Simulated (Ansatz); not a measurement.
## Property card for AlN

AlN:
```
CELL_PARAMETERS angstrom
      3.09718     0.00000     0.00000
     -1.54859     2.68224     0.00000
      0.00000     0.00000    10.03391
ATOMIC_POSITIONS crystal
  Al 0.00000 0.00000 0.00143
  Al 0.00000 0.00000 0.50143
  Al 0.66667 0.33333 0.75032
  Al 0.33333 0.66667 0.25032
  N  0.00000 0.00000 0.81194
  N  0.00000 0.00000 0.31194
  N  0.66667 0.33333 0.56194
  N  0.33333 0.66667 0.06194
```

Space group P6_3mc (No. 186); conventional cell a = b = 3.097 Å, c = 10.034 Å, α = β = 90.00°, γ = 120.00°.

Method: r²SCAN (plane waves, PAW; program Ansatz). Geometry: relaxed at this level of theory. Other levels are named where they apply.

Cell and energy:

- Volume per atom: 10.42 Å³
- Density: 3.27 g/cm³
- Formation energy from the elements (no fitted shifts): -1.61 eV/atom

Electronic structure:

- Band gap: 4.67 eV (indirect)
- Valence-band maximum: at Γ
- Conduction-band minimum: at M (3 equivalent valleys)
- Smallest direct gap on the standard path: 4.86 eV
- Electron effective mass: 0.40, 0.43, 0.50 mₑ (principal values)
- Hole effective mass: 0.25, 4.5, 4.5 mₑ (principal values)
- HSE06 gap on the r²SCAN cell: 5.31 eV

Mechanics:

Bulk modulus (Birch–Murnaghan fit): 210 GPa
Pressure derivative B′: 3.8
Elastic constants (relaxed ions, GPa): C11 = 405, C12 = 144, C13 = 90.5, C33 = 435, C44 = 118
Mechanical stability: stable (all eigenvalues of C positive)
Hill bulk and shear moduli: 211 and 133 GPa
Young's modulus: 329 GPa
Poisson's ratio: 0.24
Debye temperature from the elastic constants: 964 K
Piezoelectric stress constants (proper, relaxed ions, C/m²): e15 = e24 = 0.30, e31 = e32 = 0.43, e33 = -0.98

Dielectric response:

- Electronic dielectric constant ε∞ (DFPT): 4.20 (xx = yy), 4.30 (zz)
- Static dielectric constant ε0 (ions relaxed, cell fixed): 7.88 (xx = yy), 8.51 (zz)
- Born charges (a third of the trace): Al +2.53 to +2.59, N -2.56 e
- Largest static χ(2) component: 4.3 pm/V

Phonons:

- Highest zone-centre frequency (without LO–TO term): 853 cm^-1
- Zone-centre stability: no imaginary mode at Γ
- Dynamical stability on the path: stable (no imaginary branch)
- Zero-point energy: 99.0 meV/atom
- Vibrational entropy at 300 K: 9.9 J/(K·mol of atoms)

Charges:

Bader charges: Al +2.48, N -2.48 e

The cell is a constructed one: a structure type filled with these elements. Its sites differ from those of the usual phase in this space group: another stacking or structure type. The cell was relaxed with r²SCAN under the symmetry of its start. Signs of piezoelectric constants follow the polarity of the cell as given. The references are the lowest solids computed at this level, not always the standard phases (solids in place of the gases).

Potentials: the later of the program's two PAW sets.
